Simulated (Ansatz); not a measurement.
**Field gradients at the nuclei in Sr₂YBiO₆**

The cell is a computed structure from the Materials Project (it need not be an observed phase), taken as it stands.

Space group Pn-3:1 (No. 201); a = 8.5477 Å.

```csv
site,Wyckoff,site symmetry,x,y,z
Sr1,2a,23.,0.5000,0.5000,0.5000
Sr3,6d,222..,0.0000,0.0000,0.5000
Y,4b,.-3.,0.2500,0.2500,0.2500
Bi,4c,.-3.,0.7500,0.7500,0.7500
O,24h,1,0.2147,0.2940,0.5067
```

One atom of each set is listed.

Level of theory: DFT, PBE, plane waves and PAW, scalar-relativistic, 420 eV cutoff, Γ-centred 3×3×3 k-points, Fermi–Dirac smearing 0.02 eV (Ansatz 0.2.0).

C_Q = eQV_zz/h, which is 24.18 MHz for Q = 1 b and V_zz = 10²¹ V/m²; η = (V_xx − V_yy)/V_zz.

87Sr: I = 9/2, Q = 305.0 mb; 209Bi: I = 9/2, Q = -516.0 mb; 17O: I = 5/2, Q = -25.58 mb. Nuclear quadrupole moments: year-2017 set (Pyykkö).

(1) What field gradients does the calculation give at each kind of site?

## Answers

(1) 

| site | atoms | first shell | V_zz (10²¹ V/m²) | η | C_Q (MHz) |
| --- | --- | --- | --- | --- | --- |
| Sr1 | 2 | 12 O at 3.01 Å | 0.00 | – | 0 |
| Sr3 | 6 | 4 O at 2.54 Å; also 4 O at 3.11 Å | 13.81 | 0.02 | 102 |
| Y | 4 | 6 O at 2.25 Å | -0.97 | 0.00 | – |
| Bi | 4 | 6 O at 2.14 Å | -0.95 | 0.00 | 11.9 |
| O | 24 | 1 Bi at 2.14 Å, 1 Y at 2.25 Å, 1 Sr at 2.54 Å; also 2 Sr at 3.01–3.11 Å | 8.55 | 0.23 | -5.29 |

An axis of threefold or higher order runs through Y and Bi, so V_zz lies along it and η is zero. Sr1 sits on a cubic site, where every gradient vanishes. At O V_zz points along its shortest bond, to Bi (within 1°).

Y has no stable isotope with a ground-state quadrupole moment in the table, so no C_Q is given.

Spin–orbit coupling is left out, which shifts gradients on Bi by a few per cent, and by more where contributions nearly cancel.

The run took 42 s of wall time (42 s of CPU time) and 1.4 GiB at its peak, on 1 thread of Intel Xeon Platinum 8375C CPU @ 2.90GHz (Ice Lake) (x86_64; 2 cores open to the job, memory cap 2.5 GiB, no GPU), a shared host with a load of 0.5 a core.
